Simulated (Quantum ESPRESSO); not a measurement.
# Kohn-Sham bands of HgS (zinc blende)

```
CELL_PARAMETERS angstrom
      0.00000     2.96966     2.96966
      2.96966     0.00000     2.96966
      2.96966     2.96966     0.00000
ATOMIC_POSITIONS crystal
  Hg 0.00000 0.00000 0.00000
  S  0.75000 0.75000 0.75000
```

Cell from Materials Project (mp-1123), symmetrised, no further relaxation. COD (Crystallography Open Database) has the formula in 4 space groups, this one among them (matched by group alone). Method: LDA plane waves in Quantum ESPRESSO 7.5 (PseudoDojo norm-conserving files, 48 Ry, no spin polarisation, no spin-orbit coupling), Bloch states on a 10×10×10 mesh through Γ, Wannier90 4.0.1. Density: 10×10×10 mesh, cold smearing 0.01 Ry. Spin-orbit coupling is left out although heavy elements are present.

List the Kohn-Sham levels between −8 and 3.0 eV relative to the Fermi level at the high-symmetry points, as a band run of pw.x on that density gives them (levels within 2 meV counted together).


| point | k (reciprocal lattice) | levels (eV) |
|---|---|---|
| Γ | 0.000 0.000 0.000 | -6.87 (×3), -6.04 (×2), -0.74, -0.01 (×3) |
| X | -0.500 -0.500 0.000 | -6.74, -6.29 (×2), -5.90, -5.66, -4.76, -2.20 (×2) |
| U | -0.375 -0.375 0.250 | -6.63, -6.40, -6.22, -5.97, -5.46, -4.97, -2.74, -1.78 |
| K | -0.375 0.000 0.375 | -6.63, -6.40, -6.22, -5.97, -5.46, -4.97, -2.74, -1.78 |
| L | 0.000 0.000 0.500 | -6.68 (×2), -5.98 (×2), -5.68, -5.32, -0.92 (×2), 1.38 |
| W | -0.500 -0.250 0.250 | -6.55, -6.43, -6.14, -6.10, -5.34, -5.01, -2.66, -2.23 |
